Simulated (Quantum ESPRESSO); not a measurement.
## Hf3NbO7N (finding a planted mistake in a log)

Computed values, not a measurement. The program is pw.x of Quantum ESPRESSO 7.5 (plane-wave density functional theory). The cell is made up: 12 atoms on a fluorite lattice, with randomly drawn elements, strain and displacements, not relaxed. PseudoDojo standard norm-conserving files (v0.5 for PBE, v0.4.1 for LDA and PBEsol) set the functional; there is no spin polarisation, spin-orbit coupling or dispersion term, and the masses in the input are unused placeholders.

The hafnium pseudopotential is less sure than the others, with forces about 3 percent (worst 6) and pressure in oxides about 1.5 GPa (worst 2.7) from a second method in checks, which no rerun with the same files tests.

Intended input:

```
&control calculation='scf', pseudo_dir='./dojo.nc.sr.pbe.v0_5.standard.upf', outdir='./o', disk_io='low', tprnfor=.true., tstress=.true. /
&system ibrav=0, nat=12, ntyp=4, nbnd=54, ecutwfc=84.00895049, nosym=.true., tot_charge=0,
 occupations='smearing', smearing='fd', degauss=0.0018374661
/
&electrons conv_thr=7.350e-09, electron_maxstep=60, /
ATOMIC_SPECIES
Hf 1.0 Hf.upf
N 1.0 N.upf
Nb 1.0 Nb.upf
O 1.0 O.upf
CELL_PARAMETERS angstrom
5.0884 0.0 0.0
0.0 5.0884 0.0
0.0 0.0 5.0884
ATOMIC_POSITIONS angstrom
Hf 0.1029 0.0451 -0.0636
Hf -0.1586 2.5092 2.5504
Nb 2.5063 -0.0041 2.6445
Hf 2.4768 2.5825 0.0506
O 1.2492 1.2337 1.3097
O 1.2192 1.1932 3.85
O 1.3288 3.9257 1.3849
O 1.3735 3.8398 3.8944
N 3.7578 1.2811 1.2541
O 3.8232 1.1899 3.9852
O 3.9393 3.8188 1.3276
O 3.8223 3.7822 3.6868
K_POINTS automatic
4 4 4 1 1 1
```

The log is shortened where brackets say so; the opening notice, blank lines, dates and the lines on written files are dropped, and the path of the files is cut. It prints rydbergs, bohrs and kilobars, and counts compression as positive stress. Where no state is partly filled, the Fermi energy that it prints is only some level between the filled and the empty states on the mesh, and need not lie in the true gap.

Log of the intended run:

```
     Program PWSCF v.7.5
     Parallel version (MPI & OpenMP), running on       4 processor cores
     Number of MPI processes:                 4
     Threads/MPI process:                     1
     [start-up lines left out]
     bravais-lattice index     =            0
     lattice parameter (alat)  =       9.6157  a.u.
     unit-cell volume          =     889.0790 (a.u.)^3
     number of atoms/cell      =           12
     number of atomic types    =            4
     number of electrons       =        96.00
     number of Kohn-Sham states=           54
     kinetic-energy cutoff     =      84.0090  Ry
     charge density cutoff     =     336.0358  Ry
     scf convergence threshold =      7.3E-09
     mixing beta               =       0.7000
     number of iterations used =            8  plain     mixing
     Exchange-correlation= PBE
                           (   1   4   3   4   0   0   0)
     [axes and pseudopotential details left out]
   Cartesian axes
     site n.     atom                  positions (alat units)
         1        Hf     tau(   1) = (   0.0202225   0.0088633  -0.0124990  )
         2        Hf     tau(   2) = (  -0.0311689   0.4931216   0.5012185  )
         3        Nb     tau(   3) = (   0.4925517  -0.0008058   0.5197115  )
         4        Hf     tau(   4) = (   0.4867542   0.5075269   0.0099442  )
         5        O      tau(   5) = (   0.2454996   0.2424534   0.2573894  )
         6        O      tau(   6) = (   0.2396038   0.2344941   0.7566229  )
         7        O      tau(   7) = (   0.2611430   0.7714999   0.2721681  )
         8        O      tau(   8) = (   0.2699277   0.7546183   0.7653486  )
         9        N      tau(   9) = (   0.7385033   0.2517687   0.2464625  )
        10        O      tau(  10) = (   0.7513560   0.2338456   0.7831931  )
        11        O      tau(  11) = (   0.7741726   0.7504913   0.2609072  )
        12        O      tau(  12) = (   0.7511792   0.7432985   0.7245500  )
     number of k points=    32  Fermi-Dirac smearing, width (Ry)=  0.0018
                       cart. coord. in units 2pi/alat
        k(    1) = (   0.1250000   0.1250000   0.1250000), wk =   0.0625000
        k(    2) = (   0.1250000   0.1250000   0.3750000), wk =   0.0625000
     [further k points left out]
     Dense  grid:    92469 G-vectors     FFT dimensions: (  60,  60,  60)
     Estimated max dynamical RAM per process >     238.00 MB
     Estimated total dynamical RAM >     884.25 MB
     Initial potential from superposition of free atoms
     starting charge      95.9921, renormalised to      96.0000
     Starting wfcs are   72 randomized atomic wfcs
     total cpu time spent up to now is        6.9 secs
     per-process dynamical memory:   166.3 Mb
     Self-consistent Calculation
     iteration #  1     ecut=    84.01 Ry     beta= 0.70
     Davidson diagonalization with overlap
     ethr =  1.00E-02,  avg # of iterations =  2.0
     total cpu time spent up to now is       16.6 secs
     total energy              =    -713.56388088 Ry
     estimated scf accuracy    <       6.01859716 Ry
     iteration #  2     ecut=    84.01 Ry     beta= 0.70
     Davidson diagonalization with overlap
     ethr =  6.27E-03,  avg # of iterations =  6.1
     total cpu time spent up to now is       34.1 secs
     total energy              =    -710.85834175 Ry
     estimated scf accuracy    <      32.85955815 Ry
     [iterations 3 to 14 left out]
     iteration # 15     ecut=    84.01 Ry     beta= 0.70
     Davidson diagonalization with overlap
     ethr =  4.21E-11,  avg # of iterations =  4.9
     total cpu time spent up to now is      238.0 secs
     total energy              =    -716.62940452 Ry
     estimated scf accuracy    <       0.00000001 Ry
     iteration # 16     ecut=    84.01 Ry     beta= 0.70
     Davidson diagonalization with overlap
     ethr =  1.06E-11,  avg # of iterations =  3.3
     total cpu time spent up to now is      248.6 secs
     End of self-consistent calculation
     [lines on levels left out]
     the Fermi energy is    13.7869 ev
!    total energy              =    -716.62940452 Ry
     estimated scf accuracy    <          1.5E-09 Ry
     smearing contrib. (-TS)   =      -0.00000000 Ry
     internal energy E=F+TS    =    -716.62940452 Ry
     The total energy is F=E-TS. E is the sum of the following terms:
     one-electron contribution =    -109.98160849 Ry
     hartree contribution      =     113.10988703 Ry
     xc contribution           =    -176.77679445 Ry
     ewald contribution        =    -542.98088861 Ry
     convergence has been achieved in  16 iterations
     Forces acting on atoms (cartesian axes, Ry/au):
     atom    1 type  1   force =    -0.08044861   -0.02071287    0.12300492
     atom    2 type  1   force =    -0.00093551   -0.05856744   -0.07094969
     atom    3 type  3   force =     0.08540276    0.06072741   -0.12364337
     atom    4 type  1   force =     0.07376012   -0.04704100    0.08300524
     atom    5 type  4   force =    -0.00218851    0.04030370   -0.00274365
     atom    6 type  4   force =     0.06858543    0.05397564   -0.05127706
     atom    7 type  4   force =     0.03166297   -0.04131528    0.00822912
     atom    8 type  4   force =    -0.03231825   -0.01448947   -0.00098470
     atom    9 type  2   force =    -0.02941829   -0.02779106    0.10863564
     atom   10 type  4   force =    -0.04339895    0.02635180   -0.07646243
     atom   11 type  4   force =    -0.04881656    0.00923412   -0.06064799
     atom   12 type  4   force =    -0.02188660    0.01932444    0.06383398
     Total force =     0.346644     Total SCF correction =     0.000084
     Computing stress (Cartesian axis) and pressure
          total   stress  (Ry/bohr**3)                   (kbar)     P=        5.06
   0.00003562  -0.00028885   0.00002493            5.24      -42.49        3.67
  -0.00028885   0.00003835  -0.00009308          -42.49        5.64      -13.69
   0.00002493  -0.00009308   0.00002917            3.67      -13.69        4.29
     init_run     :      5.68s CPU      5.90s WALL (       1 calls)
     electrons    :    240.71s CPU    241.71s WALL (       1 calls)
     forces       :      2.50s CPU      2.53s WALL (       1 calls)
     stress       :      6.76s CPU      6.92s WALL (       1 calls)
     [timing details left out]
     PWSCF        :   4m16.77s CPU   4m18.25s WALL
     JOB DONE.
```

A second run was made from an input with one planted mistake. Its log:

```
     Program PWSCF v.7.5
     Parallel version (MPI & OpenMP), running on       4 processor cores
     Number of MPI processes:                 4
     Threads/MPI process:                     1
     [start-up lines left out]
     bravais-lattice index     =            0
     lattice parameter (alat)  =       9.6157  a.u.
     unit-cell volume          =     889.0790 (a.u.)^3
     number of atoms/cell      =           12
     number of atomic types    =            4
     number of electrons       =        96.00
     number of Kohn-Sham states=           54
     kinetic-energy cutoff     =      84.0090  Ry
     charge density cutoff     =     336.0358  Ry
     scf convergence threshold =      7.3E-09
     mixing beta               =       0.7000
     number of iterations used =            8  plain     mixing
     Exchange-correlation= PBE
                           (   1   4   3   4   0   0   0)
     [axes and pseudopotential details left out]
   Cartesian axes
     site n.     atom                  positions (alat units)
         1        Hf     tau(   1) = (   0.0202225   0.0088633  -0.0124990  )
         2        Hf     tau(   2) = (  -0.0311689   0.4931216   0.5012185  )
         3        Nb     tau(   3) = (   0.4925517  -0.0008058   0.5197115  )
         4        Hf     tau(   4) = (   0.4867542   0.5075269   0.0099442  )
         5        O      tau(   5) = (   0.2454996   0.2424534   0.2573894  )
         6        O      tau(   6) = (   0.2396038   0.2344941   0.7566229  )
         7        O      tau(   7) = (   0.2611430   0.7714999   0.2721681  )
         8        N      tau(   8) = (   0.2699277   0.7546183   0.7653486  )
         9        O      tau(   9) = (   0.7385033   0.2517687   0.2464625  )
        10        O      tau(  10) = (   0.7513560   0.2338456   0.7831931  )
        11        O      tau(  11) = (   0.7741726   0.7504913   0.2609072  )
        12        O      tau(  12) = (   0.7511792   0.7432985   0.7245500  )
     number of k points=    32  Fermi-Dirac smearing, width (Ry)=  0.0018
                       cart. coord. in units 2pi/alat
        k(    1) = (   0.1250000   0.1250000   0.1250000), wk =   0.0625000
        k(    2) = (   0.1250000   0.1250000   0.3750000), wk =   0.0625000
     [further k points left out]
     Dense  grid:    92469 G-vectors     FFT dimensions: (  60,  60,  60)
     Estimated max dynamical RAM per process >     238.00 MB
     Estimated total dynamical RAM >     884.25 MB
     Initial potential from superposition of free atoms
     starting charge      95.9921, renormalised to      96.0000
     Starting wfcs are   72 randomized atomic wfcs
     total cpu time spent up to now is        6.2 secs
     per-process dynamical memory:   166.3 Mb
     Self-consistent Calculation
     iteration #  1     ecut=    84.01 Ry     beta= 0.70
     Davidson diagonalization with overlap
     ethr =  1.00E-02,  avg # of iterations =  2.0
     total cpu time spent up to now is       15.4 secs
     total energy              =    -713.65728680 Ry
     estimated scf accuracy    <       5.93508120 Ry
     iteration #  2     ecut=    84.01 Ry     beta= 0.70
     Davidson diagonalization with overlap
     ethr =  6.18E-03,  avg # of iterations =  6.0
     total cpu time spent up to now is       29.2 secs
     total energy              =    -711.10057453 Ry
     estimated scf accuracy    <      30.05381142 Ry
     [iterations 3 to 13 left out]
     iteration # 14     ecut=    84.01 Ry     beta= 0.70
     Davidson diagonalization with overlap
     ethr =  7.76E-11,  avg # of iterations =  4.6
     total cpu time spent up to now is      165.4 secs
     total energy              =    -716.66290804 Ry
     estimated scf accuracy    <       0.00000003 Ry
     iteration # 15     ecut=    84.01 Ry     beta= 0.70
     Davidson diagonalization with overlap
     ethr =  3.21E-11,  avg # of iterations =  2.0
     total cpu time spent up to now is      175.6 secs
     End of self-consistent calculation
     [lines on levels left out]
     the Fermi energy is    13.6193 ev
!    total energy              =    -716.66290804 Ry
     estimated scf accuracy    <          3.9E-09 Ry
     smearing contrib. (-TS)   =      -0.00000000 Ry
     internal energy E=F+TS    =    -716.66290804 Ry
     The total energy is F=E-TS. E is the sum of the following terms:
     one-electron contribution =    -109.34722978 Ry
     hartree contribution      =     112.83274174 Ry
     xc contribution           =    -176.78867662 Ry
     ewald contribution        =    -543.35974338 Ry
     convergence has been achieved in  15 iterations
     Forces acting on atoms (cartesian axes, Ry/au):
     atom    1 type  1   force =    -0.01608538   -0.07714530    0.06297242
     atom    2 type  1   force =     0.05461349    0.00877983   -0.01050949
     atom    3 type  3   force =    -0.06287286   -0.09335117    0.03062070
     atom    4 type  1   force =     0.01268220    0.02082209    0.01325220
     atom    5 type  4   force =     0.01039436    0.04259021    0.00303239
     atom    6 type  4   force =     0.06357739    0.07198510   -0.05238533
     atom    7 type  4   force =     0.03034031   -0.03980681   -0.00326913
     atom    8 type  2   force =     0.00018724    0.01251182   -0.03457621
     atom    9 type  4   force =     0.00596601   -0.00426957    0.08116464
     atom   10 type  4   force =    -0.04524705    0.03288167   -0.08562497
     atom   11 type  4   force =    -0.05155745    0.01160710   -0.05807025
     atom   12 type  4   force =    -0.00199826    0.01339504    0.05339302
     Total force =     0.267935     Total SCF correction =     0.000171
     Computing stress (Cartesian axis) and pressure
          total   stress  (Ry/bohr**3)                   (kbar)     P=        1.51
  -0.00000912  -0.00027821   0.00005457           -1.34      -40.93        8.03
  -0.00027821  -0.00000070  -0.00007723          -40.93       -0.10      -11.36
   0.00005457  -0.00007723   0.00004060            8.03      -11.36        5.97
     init_run     :      5.79s CPU      6.07s WALL (       1 calls)
     electrons    :    167.87s CPU    169.40s WALL (       1 calls)
     forces       :      1.97s CPU      2.00s WALL (       1 calls)
     stress       :      6.51s CPU      6.71s WALL (       1 calls)
     [timing details left out]
     PWSCF        :   3m 2.36s CPU   3m 4.47s WALL
     JOB DONE.
```

Question: what was wrong in the second input?

Answer: two atoms have their elements exchanged. The input lines that differ, file-writing options aside:

```
- O 1.3735 3.8398 3.8944
+ N 1.3735 3.8398 3.8944
- N 3.7578 1.2811 1.2541
+ O 3.7578 1.2811 1.2541
```

|  | intended run | run with the mistake |
| --- | --- | --- |
| free energy (eV) | -9750.240 | -9750.696 |
| smearing term -TS (eV) | 0.0000 | 0.0000 |
| pressure (GPa) | 0.51 | 0.15 |
| largest force component (eV/Å) | 3.179 | 2.400 |
| largest change of a force component (eV/Å) |  | 3.966 |
| iterations | 16 | 15 |

For scale, a rerun of the intended cell at 1467 eV and a 6 x 6 x 6 mesh moved values by no more than 0.002 eV in energy, 0.06 GPa in stress and 0.012 eV/Å in force.